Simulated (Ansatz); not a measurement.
The elements of this relaxed trial crystal are hidden behind letters.

```
lattice vectors (Å)
   5.0709    0.0000    0.0000
   0.0000    5.0709    0.0000
   0.0000    0.0000    5.0709
fractional positions
X 0.0000 0.5000 0.0000
X 0.5000 0.0000 0.0000
X 0.0000 0.0000 0.5000
Z 0.0000 0.5000 0.5000
Z 0.5000 0.0000 0.5000
Z 0.5000 0.5000 0.0000
Z 0.5000 0.5000 0.5000
```

These are results of DFT PBE, scalar-relativistic, plane waves, PAW in Ansatz, not measurements. The final run on the 7-atom cell used 420 eV, a Γ-centred 8×8×8 mesh, 0.10 eV smearing and no spin polarisation.

- Space group: Pm-3m (No. 221)
- Conventional cell: a = 5.071 Å
- Volume per atom: 18.63 Å³
- Density: 4.35 g/cm³
- Formation energy: +0.28 eV/atom
- Gap on the 8×8×8 mesh of the 7-atom cell: 0 eV (a metal)

Energies are uncorrected and count from the elements' standard states at the same level.

Question: X is a p-block element of period 4 and Z is a p-block element of period 3. Which elements are they?

Answer: X = Ge, Z = P, so the formula is Ge3P4. Density times volume gives a mean mass of 4.35 × 18.63/1.6605 = 48.8 u per atom, and this set has 48.8 u. Among the elements that the hints allow, noble gases aside, only these give it. Ge is surrounded by 4 P at 2.54 Å; P on a site of symmetry 4/mmm has 2 P at 2.54 Å and 4 Ge at 2.54 Å; P on a site of symmetry m-3m is surrounded by 6 P at 2.54 Å.

Symmetry constrained the relaxation, so the result can be a saddle point.
